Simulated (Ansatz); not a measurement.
A geometry of Ta away from equilibrium: the start of the relaxation of a relaxed Ta cell, doubled along one cell vector, shaken by Gaussian noise of σ = 0.08 Å a coordinate. These are PBE (plane waves to 420 eV, PAW, scalar-relativistic; Ansatz, a program for electronic structure) values and carry that method's errors. Γ-centred k-mesh 14×14×7 on the run's cell (coarser than for final values), Fermi–Dirac smearing 0.05 eV.

```xyz
2
Lattice="-1.6599 1.6599 1.6599 1.6599 -1.6599 1.6599 3.3197 3.3197 -3.3197" Properties=species:S:1:pos:R:3:forces:R:3 pbc="T T T" free_energy=-19866.245 pressure_GPa=2.7
Ta     0.0800     0.0583    -0.1325   -1.0417   -0.8152    1.3486
Ta     1.5709     1.6652    -1.5943    1.0417    0.8152   -1.3486
```

Positions in Å, forces in eV/Å, free energy of the cell in eV (comparable only within this code, potentials and settings). Largest force: 1.89 eV/Å, on Ta1, Ta2 (atoms numbered as listed); the geometry lies 0.12 eV/atom above the end of its relaxation.

No spin polarisation in the result.

The run could not lose the symmetry of its start.
